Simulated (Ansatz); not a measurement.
GaS:
```xyz
8
Lattice="3.6299 0.0000 0.0000 -1.8150 3.1436 0.0000 0.0000 0.0000 17.7767" Properties=species:S:1:pos:R:3 pbc="T T T"
Ga     0.0000     2.0957     5.6799
Ga     1.8150     1.0479    12.0968
Ga     1.8150     1.0479    14.5683
Ga     0.0000     2.0957     3.2085
S      0.0000     2.0957    15.6511
S      1.8150     1.0479     2.1256
S      1.8150     1.0479     6.7627
S      0.0000     2.0957    11.0140
```

Relaxed with PBE. Special points in fractions of this cell's reciprocal vectors: Γ (0.000, 0.000, 0.000); M (0.500, 0.000, 0.000); K (0.333, 0.333, 0.000); A (0.000, 0.000, 0.500); L (0.500, 0.000, 0.500); H (0.333, 0.333, 0.500).

Task: List the band energies nearest the valence-band maximum at these points for PBE in the plane-wave PAW code Ansatz.

Result: In eV from the valence-band maximum; about four levels below and three above (degenerate sets whole), none deeper than 8.9 eV; points with the same levels are listed once.

```
k                                below                above
-  -----------------------------------  -------------------
Γ              -1.01 -1.01 -0.54 -0.04       2.02 2.35 3.26
M              -2.07 -1.96 -1.42 -1.33       2.22 2.36 2.38
K              -1.75 -1.75 -1.54 -1.54  2.52 2.64 3.57 3.57
A  -1.02 -1.02 -1.02 -1.02 -0.29 -0.29  2.20 2.20 3.27 3.27
L              -2.01 -2.01 -1.38 -1.38  2.28 2.28 2.47 2.47
H              -1.77 -1.77 -1.53 -1.53  2.57 2.57 3.56 3.56
```

Space group P6_3/mmc. Symmetry was held in the PBE relaxation. The volume lies over 15 % above that of the usual cell of this phase: another minimum, or an error of the functional. A crystal of weakly bound layers computed without a dispersion correction: the cell and the soft elastic constants depend strongly on that. Scalar-relativistic: spin–orbit coupling is off unless named, which matters more the heavier the elements.

Potentials: the later of the program's two PAW sets.
